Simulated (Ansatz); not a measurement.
Values for one crystal, relaxed and computed with DFT-PBEsol in the program Ansatz with PAW potentials; other levels are named.

| Item | Result |
|---|---|
| Volume per atom | 16.40 Å³ |
| Electronic character | metallic (no gap) |
| Highest zone-centre frequency | 223 cm⁻¹ |
| Elastic constants (relaxed ions, GPa) | C11 = 290, C12 = 77.6, C44 = 1.0 |
| Gap with spin–orbit coupling | none (metallic) |
| Mechanical stability | marginal (the smallest eigenvalue of C is near zero) |
| Formation energy from the elements (no fitted shifts) | -0.55 eV/atom |

Problem. Pick the material that matches.
A. AlFe, CsCl type
B. ZrPt, Cmcm (Zr on 4c, Pt on 4c)
C. TiPt3, Cu3Au type
D. AlPt, rock salt

Solution. D, AlPt, rock salt

Space group Fm-3m (rock salt). The start of the workflow was typed in or built on a structure type; neither database checked (COD, Materials Project) lists it. Its standing as an ambient phase is unchecked. The cell was relaxed with PBEsol under the symmetry of its start; whether a distortion lowers the energy is not shown. The run is not spin-polarised. As this level gives no gap, shear constants depend on the k-mesh and smearing (Fermi–Dirac, 0.1 eV here). As this level gives no gap, phonon frequencies hold no LO–TO term and depend on the k-mesh and smearing (Fermi–Dirac, 0.1 eV here). The references are the lowest solids computed at this level, not always the standard phases. Scalar-relativistic: spin–orbit coupling is off unless named, which matters more the heavier the elements.

Potentials: the later of the program's two PAW sets.
